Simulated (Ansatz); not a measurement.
## CdAu: do energies and stresses tell the same story?

The calculation used Ansatz, DFT r2SCAN, scalar-relativistic, plane waves, PAW.

Cutoff 500 eV; k points 12×12×12 on the computed 2-atom cell (Γ-centred); Gaussian smearing, width 0.10 eV; no spin polarisation.

Relaxed cell: Pm-3m, a = 3.352 Å, b = 3.352 Å, c = 3.352 Å, α = 90.00°, β = 90.00°, γ = 90.00°, 2 atoms in the primitive cell. Whether it is the stable form of this composition wasn't checked.

Energies at zero smearing and pressures from the stress tensor, at volumes with shape and atoms relaxed:
```csv
V (Å³/atom),E − E(first) (meV/atom),P (GPa)
16.573,0.00,19.36
17.138,-56.59,12.97
17.703,-92.73,7.75
18.268,-112.15,3.48
18.833,-117.98,0.01
19.398,-112.85,-2.82
19.963,-98.76,-5.13
20.717,-68.72,-7.56
```

Problem. Check P = −dE/dV between neighbouring volumes, and get the bulk modulus from the pressures alone.

Solution. With 1 eV/Å³ = 160.2 GPa:
```
middle V (Å³/atom)  −ΔE/ΔV (GPa) mean P (GPa)
            16.856        16.048        16.167
            17.421        10.248        10.361
            17.986         5.506         5.614
            18.551         1.653         1.744
            19.116        -1.454        -1.405
            19.681        -3.996        -3.972
            20.340        -6.388        -6.343
```

The two differ by 0.12 GPa at most. The mean of two end pressures misses the average over a step by about ΔV² P″/12, up to 0.10 GPa here; with that taken off 0.03 GPa remains. The stress is the derivative of the free energy, not of the energy at zero smearing, and with free energies 0.00 GPa remains. Around V = 18.833 Å³/atom, the two neighbours give B = −V ΔP/ΔV = 18.833 × 6.30 / 1.130 = 105.0 GPa, against B0 = 104.2 GPa from the Birch–Murnaghan fit of the energies.

Spin–orbit coupling is left out, which can shift energies with elements as heavy as these.

Cost: 9 runs of about 3 core-minutes in all, on Arm Neoverse V1 (shared hosts).